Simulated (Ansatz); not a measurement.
A (100) slab of W (Im-3m (No. 229)), 7 planes, outer planes W (top) and W (bottom), with 7 atoms (W7) in a surface cell of A = 9.950 Å², as cut from the bulk:

```yaml
crystal:
  lattice:
    - [3.15436, 0.00000, 0.00000]
    - [0.00000, 3.15436, 0.00000]
    - [0.00000, 0.00000, 24.46308]
  atoms:
    - { symbol: W, position: [0.50000, 0.50000, 0.30658] }
    - { symbol: W, position: [0.00000, 0.00000, 0.37106] }
    - { symbol: W, position: [0.50000, 0.50000, 0.43553] }
    - { symbol: W, position: [0.00000, 0.00000, 0.50000] }
    - { symbol: W, position: [0.50000, 0.50000, 0.56447] }
    - { symbol: W, position: [0.00000, 0.00000, 0.62894] }
    - { symbol: W, position: [0.50000, 0.50000, 0.69342] }
```

All numbers below come from Ansatz, DFT PBEsol, scalar-relativistic, plane waves, PAW. Plane waves to 420 eV, a k mesh through Γ of 11×11×1 on the computed 7-atom cell and Gaussian smearing (0.10 eV); no spin polarisation. The cell repeats along c with a dipole correction in the vacuum.

Against the same 7 atoms in the bulk, the slab as cut lies 5.737 eV higher and the relaxed slab 5.375 eV higher.

(1) Work out the surface energy before and after relaxation.

(2) What is the ideal work of this cut, per area?

## Answers

(1) The slab has two faces, so γ = (E_slab − N·E_bulk)/(2A), the mean of both. As cut: 5.737/(2 × 9.950) = 0.2883 eV/Å², and 1 eV/Å² = 16.02 J/m², so γ = 4.62 J/m². Relaxed: 5.375/(2 × 9.950) = 0.2701 eV/Å² = 4.33 J/m². Relaxation recovers 6 % of the cost of cutting.

(2) Griffith's ideal work is 2γ: 9.24 J/m² if the new faces stay rigid, 8.65 J/m² if they relax. One thickness was run, 7 planes, so γ can still shift with it.